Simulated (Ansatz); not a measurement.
LuSi2Os2:
```yaml
crystal:
  lattice:
    - [-2.07292, 2.07292, 4.73653]
    - [2.07292, -2.07292, 4.73653]
    - [2.07292, 2.07292, -4.73653]
  atoms:
    - { symbol: Os, position: [0.75000, 0.25000, 0.50000] }
    - { symbol: Os, position: [0.25000, 0.75000, 0.50000] }
    - { symbol: Lu, position: [0.00000, 0.00000, 0.00000] }
    - { symbol: Si, position: [0.37215, 0.37215, 0.00000] }
    - { symbol: Si, position: [0.62785, 0.62785, 0.00000] }
```

Relaxed with r²SCAN. Special points in fractions of this cell's reciprocal vectors: Γ (0.000, 0.000, 0.000); X (0.000, 0.000, 0.500); P (0.250, 0.250, 0.250); N (0.000, 0.500, 0.000); M (0.500, 0.500, -0.500); S (0.298, 0.702, -0.298); S0 (-0.298, 0.298, 0.298); R (-0.096, 0.096, 0.500); G (0.500, 0.500, -0.096).

### Question
List the band energies nearest the Fermi level at these points for the program Ansatz at the r²SCAN level (PAW).

### Answer
In eV from the Fermi level; about four levels below and three above (degenerate sets whole), none deeper than 8.9 eV; points with the same levels are listed once.

```json
[
 {"k": "Γ", "below": "-0.97 -0.35 -0.35 -0.08", "above": "0.41 2.61 3.68 3.68"},
 {"k": "X", "below": "-1.19 -0.56 -0.54 -0.35", "above": "2.68 2.91 3.84"},
 {"k": "P", "below": "-0.90 -0.90 -0.48 -0.41", "above": "2.82 2.82 3.58"},
 {"k": "N", "below": "-2.16 -1.97 -0.92 -0.16", "above": "1.26 2.97 3.63"},
 {"k": "M", "below": "-3.01 -2.95 -2.68 -2.68", "above": "0.30 0.45 0.45"},
 {"k": "S", "below": "-2.10 -1.69 -1.61 -1.58", "above": "0.76 1.54 2.51"},
 {"k": "R", "below": "-2.31 -1.37 -0.58 -0.55", "above": "0.73 2.69 2.86"}
]
```

Space group I4/mmm. The workflow started from an entry of the Crystallography Open Database (COD). Its standing as an ambient phase is unchecked. Symmetry was held in the r²SCAN relaxation; its stability against distortions is not shown here. No spin polarisation was allowed. Spin–orbit coupling is left out wherever it is not named.

Potentials: the later of the program's two PAW sets.
